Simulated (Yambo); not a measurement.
AlPO4 (space group P6_3mc, No. 186), G0W0@PBEsol in Yambo with this input:

```
rim_cut
gw0
dyson
el_el_corr
HF_and_locXC
ppa
em1d
RandQpts= 1000000
RandGvec= 1 Ry
EXXRLvcs= 84 Ry
VXCRLvcs= 336 Ry
Chimod= "HARTREE"
% BndsRnXp
 1 | 297 |
%
NGsBlkXp= 7 Ry
% LongDrXp
 1.0 | 1.0 | 1.0 |
%
PPAPntXp= 27.2114 eV
% GbndRnge
 1 | 297 |
%
GTermKind= "BG"
DysSolver= "n"
ExtendOut
```

On a 3×3×1 mesh, with wavefunctions cut at 84 Ry, the gap (Γ → Γ) is 8.454 eV and the valence edge shifts by -1.965 eV.

What happens with this change: no random integration?

The gap falls by 0.070 eV, to 8.384 eV; the shift of the valence edge becomes -1.866 eV. Neither run is shown to be the converged limit.

Geometry of the Materials Project entry, not relaxed at this level; primitive cell a = b = 5.2860 Å, c = 8.6294 Å, α = β = 90.00°, γ = 120.00°.

A shift is the quasiparticle energy of the state minus its PBEsol energy.
